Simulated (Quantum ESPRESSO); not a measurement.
# Band energies of LiLa2O3H

```
LiLa2O3H
1.0
   -1.79085     1.89919     6.46529
    1.79085    -1.89919     6.46529
    1.79085     1.89919    -6.46529
H Li O La
1 1 3 2
Direct
  0.00000   0.50000   0.50000
  0.00000   0.00000   0.00000
  0.50000   0.00000   0.50000
  0.82277   0.82277   0.00000
  0.17723   0.17723   0.00000
  0.36345   0.36345   0.00000
  0.63655   0.63655   0.00000
```

norm-conserving PBEsol (Quantum ESPRESSO, 110 Ry, no spin-orbit coupling); path ΓXLTWRX1ZΓYSW,L1Y,Y1Z; energies in eV from the valence-band maximum.

| k (1/Å) | point | band 18 | band 19 | band 20 | band 21 | band 22 | band 23 | band 24 | band 25 |
|---|---|---|---|---|---|---|---|---|---|
| 0.00 | Γ | -2.06 | -1.91 | -1.47 | -1.46 | -1.31 | 1.94 | 3.25 | 3.56 |
| 0.57 |  | -2.35 | -1.84 | -1.76 | -1.16 | -0.77 | 3.29 | 3.60 | 3.83 |
| 0.94 | X | -2.72 | -1.99 | -1.61 | -1.42 | -0.66 | 3.64 | 3.70 | 3.78 |
| 1.32 |  | -2.05 | -1.90 | -1.60 | -1.58 | -1.02 | 3.61 | 3.72 | 3.77 |
| 1.70 | L | -2.00 | -1.71 | -1.37 | -1.31 | -0.82 | 3.59 | 3.64 | 3.93 |
| 1.70 | T | -2.01 | -1.68 | -1.33 | -1.30 | -0.81 | 3.60 | 3.64 | 4.00 |
| 1.94 | W | -1.60 | -1.42 | -1.32 | -1.30 | -1.11 | 3.51 | 3.71 | 3.89 |
| 2.56 |  | -2.39 | -2.04 | -1.78 | -1.19 | -0.85 | 3.63 | 3.71 | 3.82 |
| 2.77 | R | -2.60 | -2.04 | -1.94 | -1.10 | -0.63 | 3.65 | 3.71 | 3.76 |
| 2.77 | X1 | -2.72 | -1.99 | -1.61 | -1.42 | -0.66 | 3.64 | 3.70 | 3.78 |
| 3.18 |  | -2.26 | -2.15 | -1.91 | -1.57 | -0.68 | 2.79 | 3.35 | 3.64 |
| 3.58 | Z | -2.10 | -1.53 | -1.53 | -1.48 | -0.68 | 1.93 | 2.89 | 3.40 |
| 3.82 |  | -2.08 | -1.70 | -1.49 | -1.47 | -0.93 | 1.83 | 3.19 | 3.51 |
| 4.07 | Γ | -2.06 | -1.91 | -1.47 | -1.46 | -1.31 | 1.94 | 3.25 | 3.56 |
| 4.61 |  | -2.26 | -2.01 | -2.00 | -1.47 | -0.46 | 3.12 | 3.28 | 3.84 |
| 4.96 | Y | -2.28 | -2.24 | -1.51 | -1.45 | -0.02 | 3.15 | 3.73 | 3.79 |
| 4.96 | S | -2.36 | -2.26 | -1.67 | -1.25 | 0.00 | 3.15 | 3.74 | 3.80 |
| 5.55 |  | -1.97 | -1.88 | -1.46 | -1.29 | -1.04 | 3.47 | 3.79 | 3.85 |
| 5.84 | W | -1.60 | -1.42 | -1.32 | -1.30 | -1.11 | 3.51 | 3.71 | 3.91 |
| 5.84 | L1 | -2.00 | -1.71 | -1.37 | -1.31 | -0.82 | 3.59 | 3.64 | 3.91 |
| 5.98 |  | -1.93 | -1.81 | -1.41 | -1.37 | -0.85 | 3.62 | 3.63 | 3.85 |
| 6.38 |  | -2.08 | -2.07 | -1.55 | -1.38 | -0.44 | 3.29 | 3.72 | 3.83 |
| 6.65 | Y | -2.28 | -2.24 | -1.51 | -1.45 | -0.02 | 3.15 | 3.73 | 3.78 |
| 6.65 | Y1 | -2.28 | -2.24 | -1.51 | -1.45 | -0.02 | 3.15 | 3.73 | 3.78 |
| 6.80 |  | -2.33 | -2.13 | -1.45 | -1.38 | -0.19 | 3.15 | 3.39 | 3.73 |
| 7.41 | Z | -2.10 | -1.53 | -1.53 | -1.48 | -0.68 | 1.93 | 2.89 | 3.40 |

The PBEsol gap is indirect, 1.83 eV, from S to 50 % of the way from Z to Γ; the smallest direct gap is 2.61 eV. Another valence extremum on the path lies within 0.02 eV, too close to call.

The 4f states are in the valence at their DFT position.

Geometry of the Materials Project entry, not relaxed at this level.

The structure is a Materials Project entry; no match was found in the copy of COD used, and its stability was not checked.

Letters of k points follow the standard setting of the lattice, whose axes may be ordered differently from the printed cell.
